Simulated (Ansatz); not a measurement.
MgSe:
```cif
data_MgSe
_chemical_formula_sum 'Mg1 Se1'
_space_group_name_H-M_alt 'P 1'
_space_group_IT_number 1
_cell_length_a 3.86938
_cell_length_b 3.86938
_cell_length_c 3.86938
_cell_angle_alpha 60.000
_cell_angle_beta 60.000
_cell_angle_gamma 60.000
loop_
_space_group_symop_operation_xyz
  'x, y, z'
loop_
_atom_site_label
_atom_site_type_symbol
_atom_site_fract_x
_atom_site_fract_y
_atom_site_fract_z
_atom_site_occupancy
Mg1 Mg 0.50000 0.50000 0.50000 1
Se1 Se 0.00000 0.00000 0.00000 1
```

Relaxed with r²SCAN. r²SCAN (plane waves, PAW; program Ansatz) gives a gap of 2.48 eV.

### Question
What gap does HSE06 give on the same cell (Ansatz, PAW)?

### Answer
2.66 eV, 0.18 eV more. The hybrid was solved on a coarser mesh and at special points; its gap is the smallest among all of these.

```json
[
 {"k": "Γ", "v1 r²SCAN": "0.00", "c1 r²SCAN": "3.44", "v1 HSE06": "___", "c1 HSE06": "___"},
 {"k": "X", "v1 r²SCAN": "-1.79", "c1 r²SCAN": "2.48", "v1 HSE06": "-1.92", "c1 HSE06": "2.66"},
 {"k": "L", "v1 r²SCAN": "-0.60", "c1 r²SCAN": "4.52", "v1 HSE06": "___", "c1 HSE06": "___"},
 {"k": "W", "v1 r²SCAN": "-2.47", "c1 r²SCAN": "5.15", "v1 HSE06": "___", "c1 HSE06": "___"},
 {"k": "K", "v1 r²SCAN": "-1.44", "c1 r²SCAN": "3.69", "v1 HSE06": "___", "c1 HSE06": "___"}
]
```

### Question
Top valence (v1) and lowest conduction level (c1) in eV from each method's valence maximum (which need not be a listed point): supply the withheld HSE06 values.

### Answer

- Γ, v1 HSE06: 0.00
- Γ, c1 HSE06: 3.53
- L, v1 HSE06: -0.63
- L, c1 HSE06: 4.72
- W, v1 HSE06: -2.67
- W, c1 HSE06: 5.49
- K, v1 HSE06: -1.54
- K, c1 HSE06: 3.93

Cost on shared cores: the r²SCAN run (SCF on a 9×9×9 mesh, then bands and DOS) around 16 core-seconds (rough), the HSE06 run (SCF on 7×7×7, then a few points) roughly 2.2 core-minutes; the tasks are unlike.

Space group Fm-3m (rock salt). The cell was relaxed with r²SCAN under the symmetry of its start. The volume moved by -30 % from the start of the relaxation. Spin–orbit coupling is left out wherever it is not named.

Potentials: the later of the program's two PAW sets.
